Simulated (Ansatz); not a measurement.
BAs (zinc blende)

```
CELL_PARAMETERS angstrom
      0.00000     2.40467     2.40467
      2.40467     0.00000     2.40467
      2.40467     2.40467     0.00000
ATOMIC_POSITIONS crystal
  As 0.75000 0.75000 0.75000
  B  0.00000 0.00000 0.00000
```

The slice is a {111} plane (indices of the conventional cell) through the point (0.000, 0.000, 0.000) (fractional), spanned by u = [100] and v = [-1 2 0] in vectors of this cell: u (3.40 Å) and v (5.89 Å, at 90° to u). It covers one period; positions are fractions (u, v).

Method: PBE (plane waves to 420 eV, PAW, scalar-relativistic; Ansatz, an electronic-structure program). k mesh 12×12×12. Inside the PAW spheres the values are not all-electron values, and peaks at nuclei hang on which shells count as valence. BAs was relaxed with its symmetry unable to fall.

Question: Predict the map of the valence electron density on the slice.

Answer: 
```
|**######**************######|
|############################|
|********####%%@@%%####******|
|==++++****##@@@@@@##****++++|
|----==++**##%%@@%%##**++==--|
|..::::==++**######**++==::::|
|    ::--==****##****==--::  |
|    ..--==****##****==--..  |
|    ::--==**######**==--::  |
|..::::==++**######**++==::::|
|----==++**####**####**++==--|
|====++****##**==**##****++==|
|********######**######******|
|############################|
|@@%%####**************####%%|
|@@@@##****++++==++++****##@@|
|@@%%##**++==------==++**##%%|
|####**++==::::..::::==++**##|
|##****==--::      ::--==****|
|##****==--..      ..--==****|
|####**==--::      ::--==**##|
|####**++==::::..::::==++**##|
|**####**++==------==++**####|
|==**##****++======++****##**|
```
Scale: ten equal steps from -1.32 (start of ' ') to 0.22 (end of '@'), in the order ' .:-=+*#%@'. Values: log₁₀ of the valence density in e/Å³. The map has 14 points along u (two characters each, u = 0 at the left) and 24 along v (v = 0 in the bottom row). The scale is logarithmic, as a density can span decades between atoms and voids.
